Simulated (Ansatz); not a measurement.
The start is a relaxed LiNbSe2 cell with one Nb and one Se atom exchanged in a cell of 8 atoms. The cell and all atomic positions are relaxed at zero pressure with r2SCAN (plane waves to 500 eV, PAW, scalar-relativistic; Ansatz, a quantum-chemistry and plane-wave program). The first steps use a coarse 8×8×2 k-mesh.

The start:
```
CELL_PARAMETERS angstrom
      3.52412     0.00000     0.00000
     -1.76206     3.05198     0.00000
      0.00000     0.00000    13.55113
ATOMIC_POSITIONS crystal
  Li 0.00000 0.00000 0.00000
  Li 0.00000 0.00000 0.50000
  Se 0.00000 0.00000 0.25000
  Nb 0.00000 0.00000 0.75000
  Se 0.33333 0.66667 0.12763
  Nb 0.66667 0.33333 0.87237
  Se 0.66667 0.33333 0.62763
  Se 0.33333 0.66667 0.37237
```

- Initial pressure = +9 GPa (positive: the cell is compressed)
- Largest initial force = about 2.5 eV/Å, on Se5 (atoms numbered as listed)
- Energy released = 0.48 eV/atom
- Relative to the parent = It does not go back: it is caught in P3m1 (No. 156), 0.80 eV/atom above the parent
- Shortest distances (start → end) = The closest pairs of elements (up to four, under 3.6 Å), start → end: Li–Se 2.67 → 2.44 Å; Nb–Se 2.62 → 2.62 Å; Nb–Nb 2.62 → 2.94 Å; Se–Se 2.62 → 2.77 Å
- Band gap at the end = zero (metallic)
- Optimiser moves = 20

Final values are on a 16×16×3 k-mesh of the relaxed cell. No spin polarisation in the result.

The run could not lose the symmetry of its start.

Of the parent cell (P6₃/mmc (No. 194)): The relaxation started from an entry of Materials Project.

The runs began from a structure in Materials Project; this end point is another cell, not compared with measured phases.
